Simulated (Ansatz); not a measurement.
MgBr2 (CdI2 type)

```yaml
crystal:
  lattice:
    - [3.82788, 0.00000, 0.00000]
    - [-1.91394, 3.31504, 0.00000]
    - [0.00000, 0.00000, 6.26170]
  atoms:
    - { symbol: Mg, position: [0.00000, 0.00000, 0.00000] }
    - { symbol: Br, position: [0.33333, 0.66667, 0.23946] }
    - { symbol: Br, position: [0.66667, 0.33333, 0.76054] }
```

This relaxed cell (volume V₀) is scaled evenly in all directions, its shape held. The atoms relax within the cell's symmetry.

The numbers are results of r2SCAN+rVV10 (plane waves to 500 eV, PAW, scalar-relativistic; Ansatz, a first-principles code), not measurements. k mesh 10×10×6 (Γ-centred), Fermi-Dirac smearing 0.05 eV. E stands for the smeared free energy. With the shape held, the modulus is that of even scaling; a crystal free to change shape is softer. MgBr2 was relaxed with its symmetry unable to fall. The zero of ΔE is the relaxed starting cell.

| V (Å³/atom) | ΔE (meV/atom) |
|---|---|
| 24.897 | 8.2 |
| 25.162 | 5.6 |
| 25.427 | 3.5 |
| 25.692 | 1.9 |
| 25.956 | 0.8 |
| 26.221 | 0.2 |
| 26.486 | 0.0 |
| 26.751 | 0.2 |
| 27.016 | 0.8 |
| 27.281 | 1.7 |
| 27.546 | 2.9 |
| 27.810 | 4.5 |
| 28.075 | 6.3 |

Problem. What bulk modulus at fixed cell shape B₀ follows from a third-order Birch-Murnaghan fit?

Solution. 24.1 GPa.

Problem. What is the fitted pressure derivative B₀′?

Solution. 5.5.

(A scan under strain: stresses follow from slopes of the energy per volume, elastic moduli from its curvatures.)
